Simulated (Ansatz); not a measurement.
Consider the following.

Al (fcc, Cu type)

```
CELL_PARAMETERS angstrom
      0.00000     2.01999     2.01999
      2.01999     0.00000     2.01999
      2.01999     2.01999     0.00000
ATOMIC_POSITIONS crystal
  Al 0.00000 0.00000 0.00000
```

E(V) scan at fixed shape, V₀ the volume above. Symmetry pins the atoms to their sites.

Level of theory: PBE (plane waves to 420 eV, PAW, scalar-relativistic; Ansatz, an electronic-structure program). k mesh 20×20×20 (Γ-centred), Fermi-Dirac smearing 0.05 eV. Energies are smeared free energies. Compression counts positive. Al was relaxed with its symmetry unable to fall. The PAW data are Ansatz's earlier set. The zero of ΔE is the relaxed starting cell.

The scan covers V/V₀ from 0.900 to 1.100 in 9 points.

**Question.** What bulk modulus B₀ follows from a third-order Birch-Murnaghan fit?

**Answer.** 76.5 GPa.

**Question.** What is the fitted pressure derivative B₀′?

**Answer.** 4.7.

(A scan under strain: stresses follow from slopes of the energy per volume, elastic moduli from its curvatures.)
